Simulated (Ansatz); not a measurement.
**Mo$_{3}$S$_{4}$: computed property card**

Mo$_{3}$S$_{4}$:
```yaml
crystal:
  lattice:
    - [4.56449, 2.63531, 3.61997]
    - [-4.56449, 2.63531, 3.61997]
    - [0.00000, -5.27062, 3.61997]
  atoms:
    - { symbol: Mo, position: [0.40572, 0.55195, 0.21115] }
    - { symbol: Mo, position: [0.59428, 0.44805, 0.78885] }
    - { symbol: Mo, position: [0.21115, 0.40572, 0.55195] }
    - { symbol: Mo, position: [0.78885, 0.59428, 0.44805] }
    - { symbol: Mo, position: [0.55195, 0.21115, 0.40572] }
    - { symbol: Mo, position: [0.44805, 0.78885, 0.59428] }
    - { symbol: S, position: [0.13166, 0.73561, 0.38823] }
    - { symbol: S, position: [0.86834, 0.26439, 0.61177] }
    - { symbol: S, position: [0.38823, 0.13166, 0.73561] }
    - { symbol: S, position: [0.61177, 0.86834, 0.26439] }
    - { symbol: S, position: [0.73561, 0.38823, 0.13166] }
    - { symbol: S, position: [0.26439, 0.61177, 0.86834] }
    - { symbol: S, position: [0.22083, 0.22083, 0.22083] }
    - { symbol: S, position: [0.77917, 0.77917, 0.77917] }
```

Space group R-3 (No. 148); conventional cell a = b = 9.1290 Å, c = 10.8599 Å, α = β = 90.00°, γ = 120.00°.

Method: PBEsol in the plane-wave PAW code Ansatz. The cell and atoms are relaxed at this level. Other levels are named where they apply.

### Cell and energy

- Volume per atom = 18.66 Å³
- Density = 5.29 g/cm³
- Formation energy from the elements (no fitted shifts) = -74 kJ/mol-atom

### Electronic structure

Electronic character: metallic (no gap)
Density of states at the Fermi level: 0.49 states/eV per atom (mean over ±0.08 eV)
Gap with spin–orbit coupling: none (metallic)

### Mechanics

- Bulk modulus (Birch–Murnaghan fit): 76.0 GPa
- Pressure derivative B′: 4.7

### Phonons

* **Highest zone-centre frequency**: 410 cm^-1
* **Zone-centre stability**: no imaginary mode at Γ

The workflow started from a Materials Project entry (that database holds measured and hypothetical structures alike); the Crystallography Open Database files this formula in space group No. 148, but the cells were not matched. Whether it is the stable phase at ambient conditions was not checked. The cell was relaxed with PBEsol under the symmetry of its start. The run is not spin-polarised. As this level gives no gap, phonon frequencies hold no LO–TO term and depend on the k-mesh and smearing (Fermi–Dirac, 0.1 eV here). The references are the lowest solids computed at this level, not always the standard phases. Scalar-relativistic: spin–orbit coupling is off unless named, which matters more the heavier the elements.

Potentials: the later of the program's two PAW sets.
